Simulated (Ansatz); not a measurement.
SrGa2H2:
Space group P-3m1 (No. 164); a = b = 4.352 Å, c = 4.577 Å, α = β = 90.00°, γ = 120.00°

```csv
atom,site,symmetry,x,y,z
Ga,2d,3m.,0.3333,0.6667,0.4656
H,2d,3m.,0.3333,0.6667,0.0956
Sr,1a,-3m.,0.0000,0.0000,0.0000
```

This is the PBEsol-relaxed structure.

Question: All from DFT-PBEsol in the program Ansatz with PAW potentials, unless another level is named. Estimate the electronic character.

Answer: metallic (no gap).

Question: And the density of states at the Fermi level?

Answer: 0.04 states/eV per atom (mean over ±0.08 eV).

Question: And the gap with spin–orbit coupling?

Answer: none (metallic).

The workflow started from an entry of the Crystallography Open Database (COD). Its standing as an ambient phase is unchecked. The cell was relaxed with PBEsol under the symmetry of its start; of distortions, only those at the zone centre were tested. Scalar-relativistic: spin–orbit coupling is off unless named, which matters more the heavier the elements.

Potentials: the later of the program's two PAW sets.
